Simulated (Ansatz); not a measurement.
GaSb:
```yaml
crystal:
  lattice:
    - [-2.72844, 2.72844, 1.57602]
    - [2.72844, -2.72844, 1.57602]
    - [2.72844, 2.72844, -1.57602]
  atoms:
    - { symbol: Ga, position: [0.75000, 0.25000, 0.50000] }
    - { symbol: Sb, position: [0.00000, 0.00000, 0.00000] }
```

Relaxed with r²SCAN.

Question: Map the valence electron density (e/Å³), cut off at 2 on the plane through (0.750, 0.250, 0.500) spanned by u = [1, 1, 0] and v = [1, 0, 1] in lattice vectors, from plane-wave PAW r²SCAN (Ansatz code).

Answer: x is the fraction of u, y of v (the angle between them is 90°; rows are the nearest grid lines); atoms in the plane: Ga at (0.00, 0.00), Sb at (0.75, 0.50).
```
|99993100000139999|
|99982100000128999|
|99941000000014999|
|22110000000001222|
|11000000000001111|
|00000000000001110|
|00000000000011110|
|00000000001111110|
|10000000112333211|
|21000001259999952|
|42100012499999994|
|52100012599999995|
|52100012599999995|
|42100012499999994|
|21000001259999952|
|10000000112333211|
|00000000001111110|
|00000000000011110|
|00000000000001110|
|11000000000001111|
|22110000000001222|
|99941000000014999|
|99982100000128999|
|99993100000139999|
```
Scale: ten equal steps from 0.087 (start of '0') to 2.00 (end of '9'), in the order '0123456789'; x runs from 0.000 to 1.00, y from 0.000 (bottom) to 1.00 (top).

The density is the valence pseudo-density with augmentation charge, so density and ELF within about 1 Å of a nucleus are not all-electron values.

Space group I-4m2. The first step of the workflow began from a Materials Project structure, measured or hypothetical; the Crystallography Open Database copy checked does not list it. It is not the phase usual at ambient conditions (space group No. 216). The cell was relaxed with r²SCAN under the symmetry of its start; whether a distortion lowers the energy is not shown. Scalar-relativistic: spin–orbit coupling is off unless named, which matters more the heavier the elements.

Potentials: the later of the program's two PAW sets.
